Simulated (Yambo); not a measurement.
Yambo run on a free-standing TiNCl monolayer (symmetry Pmmn, slab cell 19.4 Å high). The wavefunctions are PBEsol (Quantum ESPRESSO, PseudoDojo norm-conserving, 84 Ry, without SOC) ones on a 6×4×1 mesh (24 occupied bands); a = 3.2349 Å, b = 3.9213 Å, c = 19.4000 Å, α = 90.00°, β = 90.00°, γ = 90.00°.

Yambo input:

```
rim_cut
HF_and_locXC
RandQpts= 1000000
RandGvec= 2 Ry
CUTGeo= "slab z"
EXXRLvcs= 84 Ry
VXCRLvcs= 336 Ry
% QPkrange
 1 | 1 | 24 | 25 |
 3 | 3 | 24 | 25 |
 10 | 10 | 24 | 25 |
 12 | 12 | 24 | 25 |
%
```

k points by index: 1 = Γ, 3 = (0, -0.5), 10 = (-0.5, 0), 12 = (-0.5, -0.5).

Table of the .hf output:

```
#    K-point    Band    Eo [eV]    Ehf [eV]    Vxc [eV]    Vnlxc [eV]
#
    1    24    0.000000    -1.935433    -18.44150    -20.37694
    1    25    0.551880    7.348153    -19.16119    -12.36492
    3    24    -1.648050    -5.292628    -15.39409    -19.03867
    3    25    1.496336    8.940434    -19.26967    -11.82557
    10    24    -1.306855    -4.189940    -16.85530    -19.73838
    10    25    2.017285    9.908133    -20.34736    -12.45652
    12    24    -2.124564    -6.394636    -14.79214    -19.06222
    12    25    2.030875    10.08853    -20.40050    -12.34284
```
Exchange alone, without screening.

Geometry relaxed with PBEsol.

This is a model layer cut from the bulk structure; whether it is stable on its own was not checked.
